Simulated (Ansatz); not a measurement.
**Property card for InAs**

InAs:
Space group Fm-3m (No. 225); a = b = c = 5.652 Å, α = β = γ = 90.00°

```json
[
 {"atom": "In", "site": "4b", "symmetry": "m-3m", "x": "0.5000", "y": "0.5000", "z": "0.5000"},
 {"atom": "As", "site": "4a", "symmetry": "m-3m", "x": "0.0000", "y": "0.0000", "z": "0.0000"}
]
```
(The calculation used a cell of 2 atoms; values per cell refer to that cell.)

Space group Fm-3m (No. 225), rock salt; conventional cell a = b = c = 5.6517 Å, α = β = γ = 90.00°.

Method: PBEsol in the plane-wave PAW code Ansatz. Geometry: relaxed at this level of theory. Other levels are named where they apply.

Cell and energy:

| Item | Value |
|---|---|
| Volume per atom | 22.57 Å³ |
| Density | 6.98 g/cm³ |
| Formation energy from the elements (no fitted shifts) | -5.8 kJ/mol-atom |

Electronic structure:

| Item | Result |
|---|---|
| Electronic character | metallic (no gap) |
| Density of states at the Fermi level | 0.59 states/eV per atom (mean over ±0.08 eV) |
| Gap with spin–orbit coupling | none (metallic) |

Mechanics:

| Quantity | Value |
|---|---|
| Bulk modulus (Birch–Murnaghan fit) | 71.7 GPa |
| Pressure derivative B′ | 4.8 |
| Elastic constants (relaxed ions, GPa) | C11 = 149, C12 = 32.7, C44 = 18.0 |
| Mechanical stability | stable (all eigenvalues of C positive) |
| Hill bulk and shear moduli | 71.5 and 29.5 GPa |
| Young's modulus | 77.7 GPa |
| Poisson's ratio | 0.32 |
| Debye temperature from the elastic constants | 242 K |

Phonons:

| Property | Value |
|---|---|
| Highest zone-centre frequency | 122 cm⁻¹ |
| Zone-centre stability | no imaginary mode at Γ |

The workflow started from a Materials Project entry (that database holds measured and hypothetical structures alike); the Crystallography Open Database copy checked does not list it. It is not the phase usual at ambient conditions (space group No. 216). The cell was relaxed with PBEsol under the symmetry of its start. As this level gives no gap, shear constants depend on the k-mesh and smearing (Fermi–Dirac, 0.1 eV here). As this level gives no gap, phonon frequencies hold no LO–TO term and depend on the k-mesh and smearing (Fermi–Dirac, 0.1 eV here). The references are the lowest solids computed at this level, not always the standard phases. Scalar-relativistic: spin–orbit coupling is off unless named, which matters more the heavier the elements.

Potentials: the later of the program's two PAW sets.
